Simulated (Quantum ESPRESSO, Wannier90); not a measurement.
# AlRu (CsCl type), plane waves to Wannier functions

```
begin unit_cell_cart
ang
    2.9825000000    0.0000000000    0.0000000000
    0.0000000000    2.9825000000    0.0000000000
    0.0000000000    0.0000000000    2.9825000000
end unit_cell_cart
begin atoms_frac
Al   0.0000000000  0.0000000000  0.0000000000
Ru   0.5000000000  0.5000000000  0.5000000000
end atoms_frac
```

Structure: Materials Project mp-542569, symmetrised, not relaxed again. COD (Crystallography Open Database) has an entry of this formula and space group (matched by these alone). Computed values, not measurements, from PBEsol: Quantum ESPRESSO (norm-conserving PseudoDojo potentials, cutoff 68 Ry, no spin polarisation, no spin-orbit coupling) on a Γ-centred 8×8×8 mesh, then Wannier90. Density: 14×14×14 mesh, cold smearing 0.01 Ry.

Functional, cutoff and mesh named above are those of the base row (PBEsol); the first column says what each row takes instead. Model: 13 functions from bands 5-26, start hydrogen-like Al: s;p; Ru: s;p;d, disentangled but not localised (num_iter = 0), frozen window tied to the conduction edge or Fermi level of each row, as listed, which moves Ω_I and hoppings a little by itself. Energies are relative to the Fermi level; the misfit is to pw.x on a path, for states up to 1.0 eV relative to the Fermi level. The functional changes, each with its own PseudoDojo files and their cutoffs, on the same cell. The disentangled Ω_I can sit in another minimum from row to row.

```json
[
 {"functional": "LDA", "frozen to (eV)": "1.50", "Ω_I (Å²)": "13.39", "rms misfit (meV)": "8.1", "bottom of band 5 (eV)": "-9.73", "on-site Al1 pz minus Al1 s (eV)": "5.03", "hopping modulus Ru2 pz – Ru2 pz, R = 0 0 1 (eV)": "2.270", "hopping modulus Ru2 pz – Al1 s, R = 1 1 1 (eV)": "1.363", "hopping modulus Ru2 s – Al1 s, R = 1 1 1 (eV)": "1.273", "hopping modulus Ru2 pz – Ru2 dz2, R = 0 0 1 (eV)": "1.152"},
 {"functional": "PBE", "frozen to (eV)": "1.50", "Ω_I (Å²)": "13.63", "rms misfit (meV)": "9.0", "bottom of band 5 (eV)": "-9.73", "on-site Al1 pz minus Al1 s (eV)": "4.96", "hopping modulus Ru2 pz – Ru2 pz, R = 0 0 1 (eV)": "2.230", "hopping modulus Ru2 pz – Al1 s, R = 1 1 1 (eV)": "1.372", "hopping modulus Ru2 s – Al1 s, R = 1 1 1 (eV)": "1.290", "hopping modulus Ru2 pz – Ru2 dz2, R = 0 0 1 (eV)": "1.149"},
 {"functional": "PBEsol", "frozen to (eV)": "1.50", "Ω_I (Å²)": "13.58", "rms misfit (meV)": "5.9", "bottom of band 5 (eV)": "-9.74", "on-site Al1 pz minus Al1 s (eV)": "4.93", "hopping modulus Ru2 pz – Ru2 pz, R = 0 0 1 (eV)": "2.299", "hopping modulus Ru2 pz – Al1 s, R = 1 1 1 (eV)": "1.370", "hopping modulus Ru2 s – Al1 s, R = 1 1 1 (eV)": "1.284", "hopping modulus Ru2 pz – Ru2 dz2, R = 0 0 1 (eV)": "1.154"}
]
```
